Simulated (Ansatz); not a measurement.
LaC:
```cif
data_C4La4
_chemical_formula_sum 'La4 C4'
_space_group_name_H-M_alt 'Fm-3m'
_space_group_IT_number 225
_space_group_name_Hall '-F 4 2 3'
_cell_length_a 5.34951
_cell_length_b 5.34951
_cell_length_c 5.34951
_cell_angle_alpha 90.000
_cell_angle_beta 90.000
_cell_angle_gamma 90.000
loop_
_atom_site_label
_atom_site_type_symbol
_atom_site_symmetry_multiplicity
_atom_site_Wyckoff_symbol
_atom_site_fract_x
_atom_site_fract_y
_atom_site_fract_z
_atom_site_occupancy
La1 La 4 a 0.00000 0.00000 0.00000 1
C1 C 4 b 0.50000 0.50000 0.50000 1
```
(The calculation used a cell of 2 atoms; values per cell refer to that cell.)

Relaxed with PBEsol.

Q: Which orbitals make up the states near the Fermi level in PBEsol (plane waves, PAW; program Ansatz)?

A: Within 0.5 eV of the Fermi level: C 2p 57 %, La 5d 29 %, La 5p 6 %, La 4f 6 %. Projections are on Löwdin-orthogonalised atomic valence shells; empty p or d shells of many metals are not among them.

Q: Tabulate the density of states.

A: States/eV per cell of 2 atoms, in 0.25 eV bins, energy from the Fermi level.

| E (eV) | total | La 4f | C 2p | La 5d |
|---|---|---|---|---|
| -7.85 | 1.46 | 0.01 | 0.01 | 0.32 |
| -7.60 | 1.61 | 0.02 | 0.01 | 0.31 |
| -7.35 | 1.54 | 0.03 | 0.01 | 0.24 |
| -7.10 | 1.18 | 0.02 | 0.01 | 0.14 |
| -6.85 | 0.54 | 0.01 | 0.00 | 0.05 |
| -6.60 | 0.22 | 0.01 | 0.00 | 0.01 |
| -6.35 | 0.00 | 0.00 | 0.00 | 0.00 |
| -6.10 | 0.00 | 0.00 | 0.00 | 0.00 |
| -5.85 | 0.00 | 0.00 | 0.00 | 0.00 |
| -5.60 | 0.00 | 0.00 | 0.00 | 0.00 |
| -5.35 | 0.00 | 0.00 | 0.00 | 0.00 |
| -5.10 | 0.00 | 0.00 | 0.00 | 0.00 |
| -4.85 | 0.00 | 0.00 | 0.00 | 0.00 |
| -4.60 | 0.00 | 0.00 | 0.00 | 0.00 |
| -4.35 | 0.00 | 0.00 | 0.00 | 0.00 |
| -4.10 | 0.00 | 0.00 | 0.00 | 0.00 |
| -3.85 | 0.00 | 0.00 | 0.00 | 0.00 |
| -3.60 | 0.00 | 0.00 | 0.00 | 0.00 |
| -3.35 | 0.00 | 0.00 | 0.00 | 0.00 |
| -3.10 | 0.00 | 0.00 | 0.00 | 0.00 |
| -2.85 | 0.00 | 0.00 | 0.00 | 0.00 |
| -2.60 | 0.19 | 0.00 | 0.08 | 0.07 |
| -2.35 | 0.43 | 0.00 | 0.19 | 0.16 |
| -2.10 | 0.87 | 0.02 | 0.42 | 0.29 |
| -1.85 | 1.27 | 0.03 | 0.64 | 0.40 |
| -1.60 | 1.44 | 0.05 | 0.77 | 0.42 |
| -1.35 | 2.05 | 0.06 | 1.16 | 0.65 |
| -1.10 | 2.57 | 0.08 | 1.50 | 0.85 |
| -0.85 | 2.32 | 0.08 | 1.37 | 0.72 |
| -0.60 | 2.32 | 0.10 | 1.37 | 0.69 |
| -0.35 | 2.70 | 0.12 | 1.54 | 0.82 |
| -0.10 | 4.17 | 0.19 | 2.18 | 1.48 |
| 0.15 | 2.34 | 0.17 | 1.40 | 0.57 |
| 0.40 | 0.99 | 0.08 | 0.68 | 0.13 |
| 0.65 | 0.44 | 0.03 | 0.31 | 0.05 |
| 0.90 | 0.35 | 0.06 | 0.16 | 0.12 |
| 1.15 | 0.44 | 0.08 | 0.14 | 0.21 |
| 1.40 | 0.53 | 0.11 | 0.13 | 0.28 |
| 1.65 | 0.64 | 0.16 | 0.12 | 0.35 |
| 1.90 | 0.79 | 0.23 | 0.12 | 0.42 |
| 2.15 | 1.08 | 0.38 | 0.13 | 0.54 |
| 2.40 | 1.18 | 0.51 | 0.12 | 0.51 |
| 2.65 | 1.17 | 0.59 | 0.11 | 0.43 |
| 2.90 | 1.41 | 0.75 | 0.07 | 0.54 |
| 3.15 | 1.91 | 1.17 | 0.06 | 0.62 |
| 3.40 | 3.47 | 2.66 | 0.05 | 0.70 |
| 3.65 | 9.31 | 8.67 | 0.02 | 0.48 |
| 3.90 | 11.24 | 10.73 | 0.08 | 0.36 |
| 4.15 | 18.04 | 17.40 | 0.09 | 0.48 |

The start of the workflow was typed in or built on a structure type; neither database checked (COD, Materials Project) lists it. Whether it is the stable phase at ambient conditions was not checked. Symmetry was held in the PBEsol relaxation. At this level the phase is dynamically unstable (imaginary phonons). Its formation energy is positive at this level, so the cell may be metastable or incomplete. Scalar-relativistic: spin–orbit coupling is off unless named, which matters more the heavier the elements.

Potentials: the later of the program's two PAW sets.
